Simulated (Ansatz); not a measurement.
PtS$_{2}$:
```yaml
crystal:
  lattice:
    - [3.51316, 0.00000, 0.00000]
    - [-1.75658, 3.04249, 0.00000]
    - [0.00000, 0.00000, 31.00000]
  atoms:
    - { symbol: S, position: [0.66667, 0.33333, 0.53911] }
    - { symbol: Pt, position: [0.00000, 0.00000, 0.50000] }
    - { symbol: S, position: [0.33333, 0.66667, 0.46089] }
```
Free-standing layer in the xy plane with vacuum along z and no interaction between images.

Relaxed with LDA.

Problem. Tabulate the total density of states from plane-wave PAW LDA (Ansatz code).

Solution. States/eV per cell of 3 atoms, means over 0.25 eV bins, energy of the bin centre from the valence-band maximum.

| E (eV) | total |
|---|---|
| -7.85 | 0.00 |
| -7.60 | 0.00 |
| -7.35 | 0.00 |
| -7.10 | 0.00 |
| -6.85 | 0.01 |
| -6.60 | 0.91 |
| -6.35 | 1.08 |
| -6.10 | 1.49 |
| -5.85 | 4.57 |
| -5.60 | 3.52 |
| -5.35 | 5.17 |
| -5.10 | 1.07 |
| -4.85 | 3.77 |
| -4.60 | 1.54 |
| -4.35 | 1.65 |
| -4.10 | 2.60 |
| -3.85 | 4.81 |
| -3.60 | 3.33 |
| -3.35 | 2.67 |
| -3.10 | 1.11 |
| -2.85 | 0.40 |
| -2.60 | 0.81 |
| -2.35 | 3.77 |
| -2.10 | 5.21 |
| -1.85 | 1.47 |
| -1.60 | 1.54 |
| -1.35 | 2.92 |
| -1.10 | 2.80 |
| -0.85 | 2.22 |
| -0.60 | 3.18 |
| -0.35 | 3.86 |
| -0.10 | 4.53 |
| 0.15 | 0.00 |
| 0.40 | 0.00 |
| 0.65 | 0.00 |
| 0.90 | 0.00 |
| 1.15 | 0.00 |
| 1.40 | 0.00 |
| 1.65 | 0.00 |
| 1.90 | 2.69 |
| 2.15 | 2.58 |
| 2.40 | 2.32 |
| 2.65 | 3.89 |
| 2.90 | 3.47 |
| 3.15 | 0.91 |
| 3.40 | 0.13 |
| 3.65 | 0.00 |
| 3.90 | 0.00 |
| 4.15 | 0.00 |
| 4.40 | 0.00 |
| 4.65 | 0.00 |
| 4.90 | 0.00 |
| 5.15 | 0.00 |
| 5.40 | 0.46 |
| 5.65 | 1.31 |
| 5.90 | 1.42 |
| 6.15 | 1.61 |
| 6.40 | 2.11 |

Space group P-3m1 (1T). A layer that has been made, often on a substrate. Symmetry was held in the LDA relaxation; its stability against distortions is not shown here. The run is not spin-polarised. Spin–orbit coupling is left out wherever it is not named.

Potentials: the later of the program's two PAW sets.
